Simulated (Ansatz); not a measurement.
**Question.** Each is relaxed and computed with HSE06 (plane waves, PAW; program Ansatz). Which alone has a direct gap?
(A) BeS, zinc blende
(B) BP, wurtzite
(C) ZnS, wurtzite
(D) HfS2, anatase

**Answer.** C, ZnS, wurtzite. ZnS: gap 3.35 eV (direct); BeS: gap 4.06 eV (indirect); HfS2: gap 1.50 eV (indirect); BP: gap 1.67 eV (indirect). Constructed cells (a structure type filled with these elements, in neither database checked): HfS2, anatase. Not the usual ambient phase: BP, wurtzite. All cells were relaxed under the symmetry of their starts (and spin orders); stability against distortions was not tested throughout. Rows with no word on spin ran without spin polarisation. Scalar-relativistic: spin–orbit coupling is off unless named, which matters more the heavier the elements.

Potentials: the later of the program's two PAW sets.
